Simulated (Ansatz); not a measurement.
**How long does this Ansatz run take?**

```yaml
crystal:
  lattice:
    - [2.4986991939, 1.4426246522, 4.4835497685]
    - [-2.4986991939, 1.4426246522, 4.4835497685]
    - [0.0, -2.8852493044, 4.4835497685]
  atoms:
    - { symbol: Ga, position: [0.85558558, 0.85558558, 0.85558558] }
    - { symbol: Ga, position: [0.64441442, 0.64441442, 0.64441442] }
    - { symbol: Ga, position: [0.14441442, 0.14441442, 0.14441442] }
    - { symbol: Ga, position: [0.35558558, 0.35558558, 0.35558558] }
    - { symbol: O, position: [0.75, 0.44683282, 0.05316718] }
    - { symbol: O, position: [0.44683282, 0.05316718, 0.75] }
    - { symbol: O, position: [0.05316718, 0.75, 0.44683282] }
    - { symbol: O, position: [0.25, 0.55316718, 0.94683282] }
    - { symbol: O, position: [0.94683282, 0.25, 0.55316718] }
    - { symbol: O, position: [0.55316718, 0.94683282, 0.25] }
kpoints:
  mp_grid: { grid: [7, 7, 7] }
scf:
  occupations: { method: fermi_dirac, width: 0.01 }
hamiltonian:
  xc: pbe
  pseudopotentials: { kind: paw }
output:
  forces: true
  stress: true
  populations: true
  efg:
    quadrupole_moments_barn: { Ga: 0.107, O: -0.02558 }
    contact_densities: true
relax:
  f_tol: 0.02
  max_steps: 60
```

```sh
ansatz run input.yaml --threads 1 --pin off --max-ram 3072MiB --backend cpu --events-out ev --progress --plain --runs-dir out
```

It runs on 1 thread of Arm Neoverse V2 (aarch64; 8 cores open to the job, memory cap 3.0 GiB, no GPU), a shared host with a load of 0.3 a core.

(1) How much time and memory should be set aside?

## Answers

(1) About 43 s of wall time (43 s of CPU time) and 0.49 GiB. The run holds 88 valence electrons in 54 bands, about 1899 plane waves a k-point and 44 irreducible k-points, and took 19 SCF iterations, over 4 ionic steps. Times on a shared host vary by tens of per cent.
